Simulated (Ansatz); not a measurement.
Geometry optimisation in Ansatz: input, command and trajectory.

```yaml
crystal:
  lattice:
    - [4.9454056824, 0.0, 0.0]
    - [0.0, 4.9454056824, 0.0]
    - [0.0, 0.0, 4.9454056824]
  atoms:
    - { symbol: Pt, position: [0.0, 0.0, 0.0] }
    - { symbol: Pb, position: [0.0, 0.5, 0.5] }
    - { symbol: Pb, position: [0.5, 0.0, 0.5] }
    - { symbol: Pb, position: [0.5, 0.5, 0.0] }
basis:
  ecutwfc: 500
kpoints:
  mp_grid: { grid: [4, 4, 4] }
hamiltonian:
  xc: r2scan
scf:
  occupations: { method: gaussian, width: 0.1 }
  lower_state_search: "off"
output:
  forces: true
  stress: true
  eigenvalues: true
relax:
  adjacent_minimum: "off"
  f_tol: 0.04
  max_steps: 70
  cell: { stress_tol: 0.4 }
```

```bash
ansatz run input.yaml --threads 1 --pin off --max-ram 2560MiB --backend cpu --events-out ev --progress --plain --runs-dir out
```

Theory: Ansatz 0.2.0, DFT r2SCAN, scalar-relativistic, plane waves, PAW.

Of 5 frames 5 are shown, positions in Å and forces in eV/Å; the SCF threshold varies from step to step. Steps run on the plane waves of an earlier cell, with a Pulay correction in the pressure. The basis is chosen afresh for the last frame, the zero of the energies, and at times for earlier ones too; energy and pressure step there, also at an unchanged geometry.

```xyz
4
Lattice="4.9454 0.0000 0.0000 0.0000 4.9454 0.0000 0.0000 0.0000 4.9454" Properties=species:S:1:pos:R:3:forces:R:3 pbc="T T T" step=1 free_energy_over_end_meV_per_atom=128.92 pressure_GPa=-7.47
Pt    0.0000    0.0000    0.0000    0.0000    0.0000    0.0000
Pb    0.0000    2.4727    2.4727    0.0000    0.0000    0.0000
Pb    2.4727    0.0000    2.4727    0.0000    0.0000    0.0000
Pb    2.4727    2.4727    0.0000    0.0000    0.0000    0.0000
4
Lattice="4.7043 0.0000 0.0000 0.0000 4.7043 0.0000 0.0000 0.0000 4.7043" Properties=species:S:1:pos:R:3:forces:R:3 pbc="T T T" step=2 free_energy_over_end_meV_per_atom=1.86 pressure_GPa=-1.23
Pt    0.0000    0.0000    0.0000    0.0000    0.0000    0.0000
Pb    0.0000    2.3522    2.3522    0.0000    0.0000    0.0000
Pb    2.3522    0.0000    2.3522    0.0000    0.0000    0.0000
Pb    2.3522    2.3522    0.0000    0.0000    0.0000    0.0000
4
Lattice="4.6621 0.0000 0.0000 0.0000 4.6621 0.0000 0.0000 0.0000 4.6621" Properties=species:S:1:pos:R:3:forces:R:3 pbc="T T T" step=3 free_energy_over_end_meV_per_atom=-0.04 pressure_GPa=0.41
Pt    0.0000    0.0000    0.0000    0.0000    0.0000    0.0000
Pb    0.0000    2.3311    2.3311    0.0000    0.0000    0.0000
Pb    2.3311    0.0000    2.3311    0.0000    0.0000    0.0000
Pb    2.3311    2.3311    0.0000    0.0000    0.0000    0.0000
4
Lattice="4.6726 0.0000 0.0000 0.0000 4.6726 0.0000 0.0000 0.0000 4.6726" Properties=species:S:1:pos:R:3:forces:R:3 pbc="T T T" step=4 free_energy_over_end_meV_per_atom=-0.24 pressure_GPa=-0.01
Pt    0.0000    0.0000    0.0000    0.0000    0.0000    0.0000
Pb    0.0000    2.3363    2.3363    0.0000    0.0000    0.0000
Pb    2.3363    0.0000    2.3363    0.0000    0.0000    0.0000
Pb    2.3363    2.3363    0.0000    0.0000    0.0000    0.0000
4
Lattice="4.6726 0.0000 0.0000 0.0000 4.6726 0.0000 0.0000 0.0000 4.6726" Properties=species:S:1:pos:R:3:forces:R:3 pbc="T T T" step=5 free_energy_over_end_meV_per_atom=0.00 pressure_GPa=-0.02
Pt    0.0000    0.0000    0.0000    0.0000    0.0000    0.0000
Pb    0.0000    2.3363    2.3363    0.0000    0.0000    0.0000
Pb    2.3363    0.0000    2.3363    0.0000    0.0000    0.0000
Pb    2.3363    2.3363    0.0000    0.0000    0.0000    0.0000
```

The start puts this composition into another compound's structure type, which needn't suit it. At the end the space group is Pm-3m (tolerance 0.05 Å).

The run took 43 s on 1 thread of Arm Neoverse V1, with other jobs on the host, peak memory 0.67 GiB.

The k mesh is coarse. Spin–orbit coupling is left out, which can shift energies with elements as heavy as these.